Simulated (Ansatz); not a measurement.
## BaFeO2F: do energies and stresses tell the same story?

All numbers below come from DFT PBEsol, scalar-relativistic, plane waves, PAW in Ansatz.

Cutoff 420 eV; k points 10×10×8 on the computed 5-atom cell (Γ-centred); Gaussian smearing, width 0.10 eV; collinear spin from starting moments 0 3.13 0.19 0.19 0 μB.

Relaxed cell: P4/mmm, a = 3.834 Å, b = 3.834 Å, c = 4.288 Å, α = 90.00°, β = 90.00°, γ = 90.00°, 5 atoms in the primitive cell. Whether it is the stable form of this composition wasn't checked.

Energies at zero smearing and pressures from the stress tensor, at volumes with shape and atoms relaxed:
| V (Å³/atom) | E − E(first) (meV/atom) | P (GPa) |
| --- | --- | --- |
| 11.094 | 0.00 | 21.40 |
| 11.473 | -42.60 | 14.74 |
| 11.851 | -70.23 | 8.82 |
| 12.229 | -85.02 | 3.95 |
| 12.607 | -89.44 | -0.03 |
| 12.986 | -85.31 | -3.26 |
| 13.364 | -74.35 | -5.95 |
| 13.868 | -50.70 | -9.02 |

Check P = −dE/dV between neighbouring volumes, and get the bulk modulus from the pressures alone.

With 1 eV/Å³ = 160.2 GPa:
```json
{"middle V (Å³/atom)": "11.284", "−ΔE/ΔV (GPa)": "18.047", "mean P (GPa)": "18.074"}
{"middle V (Å³/atom)": "11.662", "−ΔE/ΔV (GPa)": "11.702", "mean P (GPa)": "11.781"}
{"middle V (Å³/atom)": "12.040", "−ΔE/ΔV (GPa)": "6.267", "mean P (GPa)": "6.384"}
{"middle V (Å³/atom)": "12.418", "−ΔE/ΔV (GPa)": "1.870", "mean P (GPa)": "1.960"}
{"middle V (Å³/atom)": "12.796", "−ΔE/ΔV (GPa)": "-1.749", "mean P (GPa)": "-1.645"}
{"middle V (Å³/atom)": "13.175", "−ΔE/ΔV (GPa)": "-4.643", "mean P (GPa)": "-4.606"}
{"middle V (Å³/atom)": "13.616", "−ΔE/ΔV (GPa)": "-7.511", "mean P (GPa)": "-7.486"}
```

The two differ by 0.12 GPa at most. The mean of two end pressures misses the average over a step by about ΔV² P″/12, up to 0.09 GPa here; with that taken off 0.07 GPa remains, from the smearing term (the stress is the derivative of the free energy), the finite cutoff, the mesh or the relaxation's tolerance. The largest site moment goes from 2.58 to 3.13 μB along the series, which bends P(V). Around V = 12.607 Å³/atom, the two neighbours give B = −V ΔP/ΔV = 12.607 × 7.21 / 0.756 = 120.2 GPa, against B0 = 120.4 GPa from the Birch–Murnaghan fit of the energies.

Spin-orbit coupling is left out, which matters for the bands of heavy elements. The cell holds one magnetic atom, so it can only be ferromagnetic; an antiferromagnetic order may lie lower.

Only this magnetic start was tried.

Cost: 9 runs of about 22 core-minutes in all, on Arm Neoverse V2 (shared hosts).